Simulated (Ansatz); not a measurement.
An Ansatz (a first-principles code) input:

Ansatz 0.2 input:
```yaml
crystal:
  lattice:
    - [3.6692710556, 0.0, 0.0]
    - [0.0, 3.8579313677, 0.0]
    - [0.0, 0.0, 6.4315018713]
  atoms:
    - { symbol: Ta, position: [0.5, 0.0, 0.5] }
    - { symbol: Ta, position: [0.0, 0.0, 0.0] }
    - { symbol: O, position: [0.5, 0.5, 0.5] }
    - { symbol: O, position: [0.0, 0.0, 0.6792516777] }
    - { symbol: O, position: [0.0, 0.0, 0.3207483223] }
    - { symbol: O, position: [0.0, 0.5, 0.0] }
    - { symbol: O, position: [0.5, 0.0, 0.0] }
kpoints:
  mp_grid: { grid: [5, 4, 3] }
hamiltonian:
  xc: hse06
  pseudopotentials: { azcp: { folder: ./paw }, kind: paw }
scf:
  n_extra_bands: 7
  occupations: { method: fixed }
output:
  eigenvalues: true
  eigenstates:
    e_range: [-9.0, 8.5]
    kpoints:
      - [0.5, 0.5, 0.5]  # VBM
      - [0.5, 0.0, 0.0]  # CBM
      - [0.0, 0.0, 0.0]  # GAMMA
      - [0.5, 0.0, 0.0]  # X
      - [0.0, 0.0, 0.5]  # Z
      - [0.5, 0.0, 0.5]  # U
      - [0.0, 0.5, 0.0]  # Y
      - [0.5, 0.5, 0.0]  # S
      - [0.0, 0.5, 0.5]  # T
      - [0.5, 0.5, 0.5]  # R
```

**Question.** How many symmetry operations and irreducible k-points will the run report?

**Answer.** 8 operations, 18 of 60 k-points.

**Question.** With a cutoff of 420 eV, how many plane waves at Γ?

**Answer.** 1773.

It took around 2.5 core-minutes (rough) on shared server cores.

The points marked VBM and CBM come from a semilocal run.

Space group Pmmm. The first step of the workflow began from a Materials Project structure, measured or hypothetical; the Crystallography Open Database copy checked does not list it. COD files the formula under space group No. 49. Its standing as an ambient phase is unchecked. Symmetry was held in the PBEsol relaxation. At this level the phase is dynamically unstable (imaginary phonons). No spin polarisation was allowed. Spin–orbit coupling is left out wherever it is not named.

Potentials: the earlier of the program's two PAW sets. The files were generated under PBE; for other functionals the program regenerates the frozen cores, and for LDA and PBEsol the local potential too.

Ansatz is a plane-wave DFT program.
